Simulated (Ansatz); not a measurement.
This KZrF4 structure is the end of a relaxation. The cell was found from a structure generator's guess, not taken from experiment.

Computed with DFT PBE, scalar-relativistic, plane waves, PAW in Ansatz. Cutoff 420 eV, Γ-centred mesh, Gaussian smearing, collinear spin.

```
K Zr F
1.0
     3.94620   -3.95490    0.00000
     3.94620    3.95490    0.00000
     0.00000    0.00000    3.67538
K Zr F
1 1 4
Cartesian
  3.9462 0.0000 1.8377
  0.0000 0.0000 0.0000
  5.8700 0.0000 0.0000
  2.0224 0.0000 0.0000
  3.9462 2.7265 1.8377
  3.9462 -2.7265 1.8377
```

Formation energies are uncorrected and refer to the elements' standard structures at the same level (F₂ as a molecule).

**Question.** Find its symmetry and describe it.

**Answer.** Cmmm (No. 65), with K and Zr ordered on rutile sites. Conventional cell: a = 7.892 Å, b = 7.910 Å, c = 3.675 Å. K has 6 F at 2.66–2.73 Å; Zr has 2 F at 2.02 Å and 4 F at 2.21 Å; around F on a site of symmetry 2mm lie 1 Zr at 2.02 Å and 2 K at 2.66 Å; F on a site of symmetry m2m has 2 Zr at 2.21 Å, 1 F at 2.46 Å and 1 K at 2.73 Å.

**Question.** What is its formation energy per atom?

**Answer.** −3.193 eV/atom. A negative formation energy is needed for stability but isn't enough: competing phases decide.

**Question.** Is it a metal?

**Answer.** No, the gap on the 8×8×10 mesh is 0.59 eV.

**Question.** Which magnetic moments does it keep?

**Answer.** 0.17 μB per atom net, the space between the atoms included; by site: Zr 0.3 μB.

**Question.** From what recipe could a structure generator have reached it?

**Answer.** One such recipe: ordered mixture on the cation sites of rutile (Cmmm, No. 65). Other recipes can lead to the same cell.

The last run used collinear spin, an 8×8×10 mesh (in the run's order of axes) for its 6-atom cell and Gaussian smearing of 0.10 eV. Kohn–Sham gaps at this level usually fall short of measured ones. Another magnetic order may lie lower. Symmetry constrained the relaxation, so the result can be a saddle point.
